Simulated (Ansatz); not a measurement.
Relaxed-ion elastic tensor of Nb₂SnC in space group P6_3/mmc (No. 194; Nb on 4f, Sn on 2d, C on 2a) in GPa (Voigt order), DFT-PBEsol in the program Ansatz with PAW potentials; density 8.45 g/cm³, 15.55 Å³ per atom.

```json
[
 {"": "1", "1": "280", "2": "106", "3": "136", "4": "0.0", "5": "0.0", "6": "0.0"},
 {"": "2", "1": "106", "2": "280", "3": "136", "4": "0.0", "5": "0.0", "6": "0.0"},
 {"": "3", "1": "136", "2": "136", "3": "278", "4": "0.0", "5": "0.0", "6": "0.0"},
 {"": "4", "1": "0.0", "2": "0.0", "3": "0.0", "4": "109", "5": "0.0", "6": "0.0"},
 {"": "5", "1": "0.0", "2": "0.0", "3": "0.0", "4": "0.0", "5": "109", "6": "0.0"},
 {"": "6", "1": "0.0", "2": "0.0", "3": "0.0", "4": "0.0", "5": "0.0", "6": "86.9"}
]
```

Is the crystal mechanically stable?

Yes: the smallest eigenvalue of C is 86.9 GPa.

Work out the Voigt, Reuss and Hill averages.

K_V = 177, K_R = 177, K_H = 177; G_V = 91.7, G_R = 88.5, G_H = 90.1 GPa.

Give Young's modulus, Poisson's ratio, Pugh's ratio and the universal anisotropy index.

E = 9KG/(3K + G) = 231 GPa; ν = 0.28; K/G = 1.96 (ductile by the Pugh limit of 1.75); A_U = 5G_V/G_R + K_V/K_R − 6 = 0.18.

Estimate the sound speeds and the Debye temperature.

v_l = √((K + 4G/3)/ρ) = 5930 m/s, v_t = √(G/ρ) = 3260 m/s, mean 3640 m/s; Θ = (h/k)(3n/4πV)^(1/3) v_m = 434 K.

Solve the Christoffel equation for the three sound speeds along x, y, z.

Eigenvalues of C_ijkl n_j n_l equal ρv². In km/s, slowest first: x 3.21, 3.60, 5.75; y 3.21, 3.60, 5.75; z 3.60, 3.60, 5.73.

How much does each axis shrink under pressure?

Linear compressibilities β_i = Σ_j S_ij (j = 1 to 3): x 2.0, y 2.0, z 1.6 per TPa.

The first step of the workflow began from a Materials Project structure, measured or hypothetical; the Crystallography Open Database copy checked does not list it. Its standing as an ambient phase is unchecked. The cell was relaxed with PBEsol under the symmetry of its start; phonons on a q-mesh show no instability. The run is not spin-polarised. As this level gives no gap, shear constants depend on the k-mesh and smearing (Fermi–Dirac, 0.1 eV here). Scalar-relativistic: spin–orbit coupling is off unless named, which matters more the heavier the elements.

Potentials: the later of the program's two PAW sets.
